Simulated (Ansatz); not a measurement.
Data:

Cl:
```xyz
4
Lattice="3.0937 -1.8564 0.0000 3.0937 1.8564 0.0000 0.0000 0.0000 7.7947" Properties=species:S:1:pos:R:3 pbc="T T T"
Cl     3.0937    -0.5105     3.0128
Cl     3.0937    -1.3459     6.9101
Cl     3.0937     1.3459     0.8846
Cl     3.0937     0.5105     4.7819
```

This is the LDA-relaxed structure. Cartesian axes are those of the cell as given.

Task: All from plane-wave PAW LDA (Ansatz code), unless another level is named. Estimate the band gap.

Result: 1.86 eV (smallest direct gap 1.87 eV).

Task: And the conduction-band minimum?

Result: on the Δ0–Γ line, 87 % of the way from Δ0 (k = -0.047, 0.042, 0.000) (2 equivalent valleys).

Task: Give the valence-band maximum.

Result: at Γ.

Space group Cmce (molecular I2 type). Symmetry was held in the LDA relaxation. The substance is a gas or liquid at ambient conditions; this is its low-temperature solid. The volume lies over 15 % below that of the usual cell of this phase: another minimum, or an error of the functional. A crystal of weakly bound units computed without a dispersion correction: the cell and the soft elastic constants depend strongly on that.

Potentials: the earlier of the program's two PAW sets.
